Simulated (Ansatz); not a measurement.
A geometry of HfO2 away from equilibrium: step 2 of the relaxation of a relaxed HfO2 cell stretched uniformly to 150 % of its volume. All values below come from r2SCAN (plane waves to 500 eV, PAW, scalar-relativistic; Ansatz, an electronic-structure program). Γ-centred k-mesh 6×6×4 on the run's cell (coarser than for final values), Fermi–Dirac smearing 0.05 eV. The plane waves were selected for a different cell earlier on the path.

```xyz
6
Lattice="3.8950 0.0000 0.0000 0.0000 3.8950 0.0000 0.0000 0.0000 5.7023" Properties=species:S:1:pos:R:3 pbc="T T T"
Hf     0.0000     0.0000     0.0000
Hf     1.9475     1.9475     2.8512
O      0.0000     1.9475     1.0826
O      0.0000     1.9475     3.9337
O      1.9475     0.0000     1.7686
O      1.9475     0.0000     4.6197
```

Q: What forces act on the atoms (eV/Å)?

A: 
| atom | Fx | Fy | Fz |
|---|---|---|---|
| Hf1 | 0.00 | 0.00 | 0.00 |
| Hf2 | 0.00 | 0.00 | 0.00 |
| O3 | 0.00 | 0.00 | -1.04 |
| O4 | 0.00 | 0.00 | -1.04 |
| O5 | 0.00 | 0.00 | 1.04 |
| O6 | 0.00 | 0.00 | 1.04 |

The path ends in P4₂/nmc (No. 137). No spin polarisation in the result.

The run could not lose the symmetry of its start.
